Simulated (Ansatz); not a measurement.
A relaxed structure of NaI is spoiled in several ways and relaxed again each time (noise and exchanges are one random draw each; pressure is positive under compression). Method: PBE (plane waves to 420 eV, PAW, scalar-relativistic; Ansatz, a first-principles code).

Space group Fm-3m (No. 225); a = 6.5290 Å, b = 6.5290 Å, c = 6.5290 Å, α = 90.00°, β = 90.00°, γ = 90.00°

| atom | site | symmetry | x | y | z |
|---|---|---|---|---|---|
| I | 4a | m-3m | 0.0000 | 0.0000 | 0.0000 |
| Na | 4b | m-3m | 0.5000 | 0.5000 | 0.5000 |
(The calculation used a cell of 2 atoms; values per cell refer to that cell.)

| change | first pressure (GPa) | first V (Å³/atom) | released (eV/atom) | moves | outcome | final group | E − E(parent) (eV/atom) |
|---|---|---|---|---|---|---|---|
| with every coordinate shifted by Gaussian noise of σ = 0.1 Å | 0.1 | 34.79 | 0.004 | 3 | returns to the parent | Fm-3m | 0.000 |
| with every coordinate shifted by Gaussian noise of σ = 0.45 Å | 4.6 | 34.79 | 0.29 | 5 | returns to the parent | Fm-3m | 0.000 |
| deformed by the Cartesian strain tensor (xx, yy, zz, yz, xz, xy) = (-0.035, 0.038, 0.054, -0.020, -0.035, -0.040) | (withheld) | 36.61 | (withheld) | 4 | (withheld) | (withheld) | (withheld) |
| doubled along one cell vector, shaken by Gaussian noise of σ = 0.08 Å a coordinate | 0.2 | 34.79 | 0.007 | 2 | returns to the parent | P1 (nearly Fm-3m) | 0.000 |

Task: What belongs in the gaps?

Result: 
- deformed by the Cartesian strain tensor (xx, yy, zz, yz, xz, xy) = (-0.035, 0.038, 0.054, -0.020, -0.035, -0.040), first pressure (GPa): -0.5
- deformed by the Cartesian strain tensor (xx, yy, zz, yz, xz, xy) = (-0.035, 0.038, 0.054, -0.020, -0.035, -0.040), released (eV/atom): 0.022
- deformed by the Cartesian strain tensor (xx, yy, zz, yz, xz, xy) = (-0.035, 0.038, 0.054, -0.020, -0.035, -0.040), outcome: returns to the parent
- deformed by the Cartesian strain tensor (xx, yy, zz, yz, xz, xy) = (-0.035, 0.038, 0.054, -0.020, -0.035, -0.040), final group: Fm-3m
- deformed by the Cartesian strain tensor (xx, yy, zz, yz, xz, xy) = (-0.035, 0.038, 0.054, -0.020, -0.035, -0.040), E − E(parent) (eV/atom): 0.000

First-step values come from each run's starting, coarser k-mesh (6×6×6, 6×3×6). The runs use different k-meshes, so differences are rounded accordingly. No spin polarisation in the result.
